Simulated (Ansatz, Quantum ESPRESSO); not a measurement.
Given: the input of a run of Quantum ESPRESSO 7.5 on NbSi. The cell comes from a database or a generator and needn't be the stable form of this composition.

The input pw.in:

```
&CONTROL
  calculation = 'scf'
  prefix = 'pwscf'
  outdir = './tmp'
  pseudo_dir = './pseudo'
  tprnfor = .true.
  tstress = .true.
  disk_io = 'low'
/
&SYSTEM
  ibrav = 0
  nat = 2
  ntyp = 2
  ecutwfc = 55
  ecutrho = 440
  nbnd = 15
  occupations = 'smearing'
  smearing = 'fd'
  degauss = 0.00367493
/
&ELECTRONS
  conv_thr = 4d-10
  electron_maxstep = 120
  mixing_beta = 0.5
/
ATOMIC_SPECIES
Nb    92.9064 Nb.pbe-spn-kjpaw_psl.0.3.0.UPF
Si    28.0850 Si.pbe-n-rrkjus_psl.1.0.0.UPF
CELL_PARAMETERS angstrom
   0.0000000000    2.5738300000    2.5738300000
   2.5738300000    0.0000000000    2.5738300000
   2.5738300000    2.5738300000    0.0000000000
ATOMIC_POSITIONS crystal
Nb     0.0000000000    0.0000000000    0.0000000000
Si     0.5000000000    0.5000000000    0.5000000000
K_POINTS automatic
9 9 9 0 0 0
```

Contents of pp_density.in:

```
&INPUTPP
  prefix = 'pwscf'
  outdir = './tmp'
  filplot = 'density.dat'
  plot_num = 0
/
&PLOT
  nfile = 1
  filepp(1) = 'density.dat'
  iflag = 3
  output_format = 6
  fileout = 'density.cube'
/
```

File pp_potential.in:

```
&INPUTPP
  prefix = 'pwscf'
  outdir = './tmp'
  filplot = 'potential.dat'
  plot_num = 11
/
&PLOT
  nfile = 1
  filepp(1) = 'potential.dat'
  iflag = 3
  output_format = 6
  fileout = 'potential.cube'
/
```

Potentials or basis: SSSP 1.3 efficiency PBE.

The run is started by

```sh
$ OMP_NUM_THREADS=1 pw.x -in pw.in > pw.out
$ OMP_NUM_THREADS=1 pp.x -in pp_density.in > pp_density.out
$ OMP_NUM_THREADS=1 pp.x -in pp_potential.in > pp_potential.out
```

Question: Set up the same calculation for Ansatz 0.2.0. Potentials or basis there: Ansatz PAW, cutoff 420 eV.

Answer: As run (cutoffs and basis follow the program's own potentials, and thresholds, step limits or extra output files can differ):

Contents of input.yaml:

```yaml
crystal:
  lattice:
    - [0.0, 2.57383, 2.57383]
    - [2.57383, 0.0, 2.57383]
    - [2.57383, 2.57383, 0.0]
  atoms:
    - { symbol: Nb, position: [0.0, 0.0, 0.0] }
    - { symbol: Si, position: [0.5, 0.5, 0.5] }
hamiltonian:
  xc: pbe
  pseudopotentials: { kind: paw }
kpoints:
  mp_grid: { grid: [9, 9, 9] }
scf:
  occupations: { method: fermi_dirac, width: 0.05 }
output:
  forces: true
  stress: true
  eigenvalues: true
```

Potentials or basis: Ansatz PAW.

The run is started by

```sh
$ ansatz run input.yaml --threads 1 --pin off --max-ram 3584MiB --backend cpu --events-out ev --progress --plain --runs-dir out
```

Both were run:

|  | Quantum ESPRESSO | Ansatz |
| --- | --- | --- |
| Pressure | -0.1 GPa | 0.0 GPa |

Ansatz's pressure holds a Pulay term of +0.03 GPa for its cutoff of 420 eV, which the other run lacks.

Where Ansatz's input types no cutoff or centring, it takes its own default and a Γ-centred mesh.

Pressure is positive in compression.
